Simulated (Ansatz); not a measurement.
VN:
```
CELL_PARAMETERS angstrom
      0.00000     2.02107     2.02107
      2.02107     0.00000     2.02107
      2.02107     2.02107     0.00000
ATOMIC_POSITIONS crystal
  V  0.00000 0.00000 0.00000
  N  0.50000 0.50000 0.50000
```

Relaxed with LDA. Special points in fractions of this cell's reciprocal vectors: Γ (0.000, 0.000, 0.000); X (0.500, 0.000, 0.500); U (0.625, 0.250, 0.625); K (0.375, 0.375, 0.750); L (0.500, 0.500, 0.500); W (0.500, 0.250, 0.750).

### Question
List the band energies nearest the Fermi level at these points for LDA (plane waves, PAW; program Ansatz).

### Answer
In eV from the Fermi level; about four levels below and three above (degenerate sets whole), none deeper than 8.9 eV; … stands for higher levels left out; points with the same levels are listed once.

```csv
k,below,above
Γ,-2.30 -2.30 -2.30 -1.68 -1.68 -1.68,…
X,-6.85 -4.18 -3.76 -3.76,0.54 1.37 1.37
U,-6.84 -6.74 -5.30 -1.26,0.97 1.46 3.00
L,-6.48 -6.48,0.68 0.68 1.64
W,-6.48 -6.48 -6.29,0.16 0.16 1.38
```

Space group Fm-3m (rock salt). Symmetry was held in the LDA relaxation; of distortions, only those at the zone centre were tested. The run is not spin-polarised.

Potentials: the later of the program's two PAW sets.
